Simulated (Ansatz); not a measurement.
# 4 guesses for B5W2 and where they end

All numbers below come from DFT PBE, scalar-relativistic, plane waves, PAW in Ansatz 0.2.0. All cells share a 420 eV cutoff and Γ-centred k meshes spaced at most about 0.3 Å⁻¹ (about 0.25 or finer for metals, 2π included). No spin polarisation in the final relaxations.

Each guess was relaxed in cell and atoms at zero pressure, within the symmetry of its start. These are static total energies at zero pressure. Coordination counts B atoms around W (those within 1.25 times the shortest such distance or 1.15 times the sum of covalent radii; a slash parts the counts of unlike sites).

```tsv
guess	made from	start group	V start (Å³/atom)	end group	V end (Å³/atom)	coordination at the end	gap on mesh (eV)	E over the lowest end (meV/atom)
1	a cell as deposited in COD	R-3m	7.8	R-3m	8.5	W 13	0	0
2	random cell	F-43m	11.1	F-43m	11.6	W 4/16	0	1177
3	random cell	P6/mmm	11.9	?	?	?	?	?
4	random cell	P4mm	11.4	P4mm	9.9	W 8	0	440
```

Guess 3 as it starts:

```xyz
7
Lattice="4.7296 0.0000 0.0000 -2.3648 4.0959 0.0000 0.0000 0.0000 4.2899" Properties=species:S:1:pos:R:3 pbc="T T T"
B     2.3648    0.0000    2.1450
B    -1.1824    2.0480    2.1450
B     1.1824    2.0480    2.1450
B     0.0000    2.7306    0.0000
B     2.3648    1.3653    0.0000
W     0.0000    0.0000    2.1450
W     0.0000    0.0000    0.0000
```

Question: Fill in the missing row: what does this guess relax into, and where does it rank?

Answer: It ends in space group P6/mmm (No. 191), with a = 4.187 Å, c = 5.266 Å, 11.4 Å³/atom and no gap. It lies 1.05 eV/atom over the lowest end, above guess 4 and below guess 2. Counting B atoms around W, this end has W 6 and the lowest (guess 1) has W 13. The lowest (guess 1) holds B–B nets (shortest 1.79 Å); in this end the shortest B–B distance is 2.09 Å, near bonding range too.

```xyz
7
Lattice="4.1870 0.0000 0.0000 -2.0935 3.6261 0.0000 0.0000 0.0000 5.2660" Properties=species:S:1:pos:R:3 pbc="T T T"
B     2.0935    0.0000    2.6330
B    -1.0468    1.8130    2.6330
B     1.0468    1.8130    2.6330
B     0.0000    2.4174    0.0000
B     2.0935    1.2087    0.0000
W     0.0000    0.0000    2.6330
W     0.0000    0.0000    0.0000
```

The zero of energy is the elements' standard structures at the same level; no fitted shifts are applied.

Question: Is the lowest end bound against the elements?

Answer: No: its formation energy is +0.25 eV/atom. It can't be a ground state, since the elements alone are lower.

Spin–orbit coupling, which can matter for W, is left out. A magnetic state wasn't ruled out in cells without spin, among them R-3m, P4mm, P6/mmm, F-43m. Cells relaxed within their symmetry can be saddle points. Some types were kept out of the candidates beforehand, so the set may lack a known form.
